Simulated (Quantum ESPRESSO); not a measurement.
HfZrMo$_{4}$Pt$_{2}$ (simulated cell), HfZrTaTi$_{4}$Mo (simulated cell) (calculated)

All values are calculated (Quantum ESPRESSO 7.5). Calculation on a made-up metal alloy cell, not a measurement: no spin or spin-orbit, unrelaxed, 2900 K smearing, stress positive in tension, cell energy less fitted offsets; periodic Kohn-Sham density functional theory in plane waves with PseudoDojo standard norm-conserving scalar-relativistic pseudopotentials, each functional with its own files (v0.5 for PBE, v0.4.1 for LDA and PBEsol), eight atoms on drawn sites of a strained close-packed or body-centred lattice, each displaced and held fixed; the energy is the cell's free energy, ions and the entropy term -TS included, at the stated Fermi-Dirac width, less a fixed offset for each atom's element (shifted free energy); compositions with an open d shell lost a parallel starting moment in a cheaper test run, and other magnetic orders were not tried; an error bar is the largest change of its kind in a tighter rerun, never given below 0.002 eV, 0.02 GPa or 0.003 eV/angstrom, and covers cutoff and k-mesh only, not smearing or the files.

Settings shared by all entries: lattice type face-centred cubic; functional pbe; cutoff 1143 eV; fermi dirac smearing 0.25 eV; electrons removed 0.

Notes on all entries: heavy elements are run without spin-orbit coupling, which real alloys of them have; a spin test at this wide smearing found no moment, but such smearing suppresses magnetism that the real alloy may have; lattice, volume and sites are drawn at random and may be unstable or far from any real phase; energies are for the whole cell, less offsets fitted to these runs, so they are not formation energies.

(1) 
```xyz
8
Lattice="2.0616 4.2235 2.0876 2.0953 -4.2437 2.0943 4.2724 -0.0135 -4.2974" Properties=species:S:1:pos:R:3 formula=HfZrMo4Pt2 run_command=pw.x_-nk_1_-in_in run_processor=AMD_EPYC,Zen_5,virtual_cores k_mesh=5_x_5_x_4_shifted_half_a_step_off_Gamma_on_each_axis entropy_term_negative_ts=-2.112 pressure=-13.89 stress_xx=13.79 stress_yy=14.13 stress_zz=13.74 stress_yz=-0.79 stress_xz=-2.63 stress_xy=-1.01 shifted_free_energy=-0.236
Mo    -0.0727    -0.0159     0.0009
Mo     2.2215     0.0286    -2.2197
Mo     2.0904    -2.0961    -0.0661
Zr     4.1777    -2.1159    -2.2074
Pt     2.1848     2.1461    -0.0301
Mo     4.1569     2.1720    -2.2378
Pt     2.0058    -0.0145     2.1312
Hf     4.1384     0.0637     0.0173
```

Units: entropy_term_negative_ts, shifted_free_energy in eV; pressure, stress_xx, stress_yy, stress_zz, stress_yz, stress_xz, stress_xy in GPa.

Atoms:
```
atoms element  atom site  atom energy offset (eV)
           Mo          1                 -1911.95
           Mo          2                 -1911.95
           Mo          3                 -1911.95
           Zr          4                 -1377.61
           Pt          5                 -3554.29
           Mo          6                 -1911.95
           Pt          7                 -3554.29
           Hf          8                 -1535.13
```

Forces:
```
site  x (eV/Å)  y (eV/Å)  z (eV/Å)
   1     0.534      0.19     -0.46
   2    -0.758     0.159     0.614
   3    -0.167     0.193      0.69
   4      1.14     0.236    -0.788
   5    -0.375     0.016    -0.026
   6     0.708    -0.322     -0.49
   7    -0.016     0.153    -0.123
   8    -1.065    -0.625     0.583
```

Notes: error bars: energy 0.0063 eV, stress 0.02 GPa, force 0.0039 eV/Å, from a tighter rerun of this cell; 19 SCF iterations, 1905 s of wall time on a shared machine.

(2) 
```xyz
8
Lattice="-0.0101 2.0945 2.0931 -4.0398 4.0155 -3.9925 -4.2583 -4.1046 4.1220" Properties=species:S:1:pos:R:3 formula=HfZrTaTi4Mo run_command=mpirun_-np_4_pw.x_-nk_4_-in_in run_processor=Intel_Xeon,2023_or_later,virtual_cores k_mesh=8_x_4_x_4_shifted_half_a_step_off_Gamma_on_each_axis entropy_term_negative_ts=-2.321 pressure=10.05 stress_xx=-10.65 stress_yy=-9.14 stress_zz=-10.36 stress_yz=0.78 stress_xz=-1.54 stress_xy=1.57 shifted_free_energy=1.544
Ti     0.0396     0.0289    -0.0062
Ta    -4.2455    -2.0909     2.1451
Ti    -4.0529     0.1310     0.1239
Zr    -4.0634     1.9987    -1.9769
Ti    -2.0895    -0.0572     2.1475
Ti    -2.0780     2.1702     0.0168
Hf    -6.3694     0.1340     2.1587
Mo    -6.2533     1.8811     0.0982
```

Units: entropy_term_negative_ts, shifted_free_energy in eV; pressure, stress_xx, stress_yy, stress_zz, stress_yz, stress_xz, stress_xy in GPa.

Atoms:
```
atoms element  atom site  atom energy offset (eV)
           Ti          1                  -1615.4
           Ta          2                 -1771.44
           Ti          3                  -1615.4
           Zr          4                 -1377.61
           Ti          5                  -1615.4
           Ti          6                  -1615.4
           Hf          7                 -1535.13
           Mo          8                 -1911.95
```

Forces:
```
site  x (eV/Å)  y (eV/Å)  z (eV/Å)
   1    -1.697      0.76    -0.528
   2     0.461     0.376    -0.286
   3    -0.147    -0.544     0.305
   4    -1.102    -0.443     0.416
   5     -0.58     0.484    -0.213
   6     0.863    -0.896     0.841
   7     2.079     0.014    -0.156
   8     0.125     0.249     -0.38
```

Notes: error bars: energy 0.002 eV, stress 0.02 GPa, force 0.0038 eV/Å, from a tighter rerun of a related cell, whose elements or sites may differ; 23 SCF iterations, 339 s of wall time on a shared machine.

(3) 
```xyz
8
Lattice="-0.0101 2.0945 2.0931 -4.0398 4.0155 -3.9925 -4.2583 -4.1046 4.1220" Properties=species:S:1:pos:R:3 formula=HfZrTaTi4Mo run_command=mpirun_-np_4_pw.x_-nk_4_-in_in run_processor=Intel_Xeon,2023_or_later,virtual_cores k_mesh=8_x_4_x_4_shifted_half_a_step_off_Gamma_on_each_axis entropy_term_negative_ts=-2.356 pressure=10.51 stress_xx=-10.67 stress_yy=-10.13 stress_zz=-10.72 stress_yz=1.22 stress_xz=-2.09 stress_xy=0.27 shifted_free_energy=1.658
Zr     0.0396     0.0289    -0.0062
Hf    -4.2455    -2.0909     2.1451
Ti    -4.0529     0.1310     0.1239
Mo    -4.0634     1.9987    -1.9769
Ti    -2.0895    -0.0572     2.1475
Ti    -2.0780     2.1702     0.0168
Ta    -6.3694     0.1340     2.1587
Ti    -6.2533     1.8811     0.0982
```

Units: entropy_term_negative_ts, shifted_free_energy in eV; pressure, stress_xx, stress_yy, stress_zz, stress_yz, stress_xz, stress_xy in GPa.

Atoms:
```
atoms element  atom site  atom energy offset (eV)
           Zr          1                 -1377.61
           Hf          2                 -1535.13
           Ti          3                  -1615.4
           Mo          4                 -1911.95
           Ti          5                  -1615.4
           Ti          6                  -1615.4
           Ta          7                 -1771.44
           Ti          8                  -1615.4
```

Forces:
```
site  x (eV/Å)  y (eV/Å)  z (eV/Å)
   1    -2.088     -0.04     0.086
   2     0.084     1.013    -1.201
   3    -0.217    -0.252    -0.122
   4    -0.579    -0.706     0.407
   5     0.161     0.128     0.157
   6    -0.967    -0.291     0.229
   7     2.079    -0.627     0.896
   8     1.527     0.775    -0.452
```

Notes: error bars: energy 0.002 eV, stress 0.02 GPa, force 0.0038 eV/Å, from a tighter rerun of a related cell, whose elements or sites may differ; 22 SCF iterations, 320 s of wall time on a shared machine.

(4) 
```xyz
8
Lattice="-0.0101 2.0945 2.0931 -4.0398 4.0155 -3.9925 -4.2583 -4.1046 4.1220" Properties=species:S:1:pos:R:3 formula=HfZrTaTi4Mo run_command=mpirun_-np_4_pw.x_-nk_4_-in_in run_processor=Intel_Xeon,2023_or_later,virtual_cores k_mesh=8_x_4_x_4_shifted_half_a_step_off_Gamma_on_each_axis entropy_term_negative_ts=-2.355 pressure=10.34 stress_xx=-10.99 stress_yy=-9.79 stress_zz=-10.26 stress_yz=0.76 stress_xz=-1.86 stress_xy=0.29 shifted_free_energy=1.532
Zr     0.0396     0.0289    -0.0062
Ti    -4.2455    -2.0909     2.1451
Hf    -4.0529     0.1310     0.1239
Mo    -4.0634     1.9987    -1.9769
Ti    -2.0895    -0.0572     2.1475
Ti    -2.0780     2.1702     0.0168
Ta    -6.3694     0.1340     2.1587
Ti    -6.2533     1.8811     0.0982
```

Units: entropy_term_negative_ts, shifted_free_energy in eV; pressure, stress_xx, stress_yy, stress_zz, stress_yz, stress_xz, stress_xy in GPa.

Atoms:
```
atoms element  atom site  atom energy offset (eV)
           Zr          1                 -1377.61
           Ti          2                  -1615.4
           Hf          3                 -1535.13
           Mo          4                 -1911.95
           Ti          5                  -1615.4
           Ti          6                  -1615.4
           Ta          7                 -1771.44
           Ti          8                  -1615.4
```

Forces:
```
site  x (eV/Å)  y (eV/Å)  z (eV/Å)
   1    -2.098     0.343    -0.297
   2     -0.02     0.588    -0.717
   3    -0.317    -0.704     0.067
   4    -0.579    -0.443     0.106
   5     0.222    -0.181     0.544
   6     0.048     0.208    -0.172
   7     2.142    -1.034     1.345
   8     0.602     1.224    -0.876
```

Notes: error bars: energy 0.002 eV, stress 0.02 GPa, force 0.0038 eV/Å, from a tighter rerun of a related cell, whose elements or sites may differ; 21 SCF iterations, 309 s of wall time on a shared machine.
